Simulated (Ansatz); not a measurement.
Consider the following.

C:
```
CELL_PARAMETERS angstrom
      4.80897     0.00000     0.00000
      0.00000     4.80897     0.00000
      0.00000     0.00000     4.80897
ATOMIC_POSITIONS crystal
  C  0.00000 0.00000 0.00000
  C  0.50000 0.50000 0.50000
  C  0.17798 0.17798 0.17798
  C  0.32202 0.32202 0.32202
  C  0.17798 0.82202 0.82202
  C  0.32202 0.67798 0.67798
  C  0.82202 0.17798 0.82202
  C  0.67798 0.32202 0.67798
  C  0.82202 0.82202 0.17798
  C  0.67798 0.67798 0.32202
```

This is the r²SCAN-relaxed structure.

Q: All from plane-wave PAW r²SCAN (Ansatz code), unless another level is named. Estimate the HSE06 gap on the r²SCAN cell.

A: 5.54 eV.

Q: Predict the electron effective mass.

A: 2.1, 2.4, 3.2 mₑ (principal values).

Q: Next, the conduction-band minimum?

A: on the M–Γ line, 58 % of the way from M (12 equivalent valleys).

Q: Next, the valence-band maximum?

A: at R.

Space group Pn-3m. The start of the workflow was typed in or built on a structure type; neither database checked (COD, Materials Project) lists it. It is not the phase usual at ambient conditions (space group No. 194, 227). Symmetry was held in the r²SCAN relaxation; whether a distortion lowers the energy is not shown.

Potentials: the later of the program's two PAW sets.
